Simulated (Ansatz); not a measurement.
According to DFT-PBE in the program Ansatz with PAW potentials, C in the monoclinic phase (C2/c; C on 8f, C on 8f) relaxes to a = 4.659 Å, b = 11.081 Å, c = 3.612 Å, β = 115.4°.

It is gapped at this level: 0.48 eV (indirect).

The start of the workflow was typed in or built on a structure type; neither database checked (COD, Materials Project) lists it. It is not the phase usual at ambient conditions (space group No. 194, 227). The PBE relaxation kept the symmetry of its start; its stability against distortions is not shown here. The volume moved by 146 % from the start of the relaxation.

Potentials: the later of the program's two PAW sets.
